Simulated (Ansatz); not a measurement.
### Question
Each is relaxed and computed with r²SCAN in the plane-wave PAW code Ansatz. Which is the only metal?
A) Sc3TlB, anti-perovskite
B) ScOF, P2_1/c (Sc on 4e, O on 4e, F on 4e)
C) Rb2LiScF6, Fm-3m (Rb on 8c, Li on 4b, Sc on 4a, F on 24e)
D) Ba2ScO3F, I4mm (Pearson symbol tI14)

### Answer
A, Sc3TlB, anti-perovskite. Sc3TlB: metal; ScOF: gap 5.04 eV (indirect); Ba2ScO3F: gap 4.01 eV (indirect); Rb2LiScF6: gap 7.58 eV (direct). Standing as an ambient phase not checked: Sc3TlB, anti-perovskite; ScOF, P2_1/c (Sc on 4e, O on 4e, F on 4e); Ba2ScO3F, I4mm (Pearson symbol tI14); Rb2LiScF6, Fm-3m (Rb on 8c, Li on 4b, Sc on 4a, F on 24e). All cells were relaxed under the symmetry of their starts (and spin orders); stability against distortions was not tested throughout. Rows with no word on spin ran without spin polarisation. Spin–orbit coupling is left out wherever it is not named.

Potentials: the later of the program's two PAW sets.
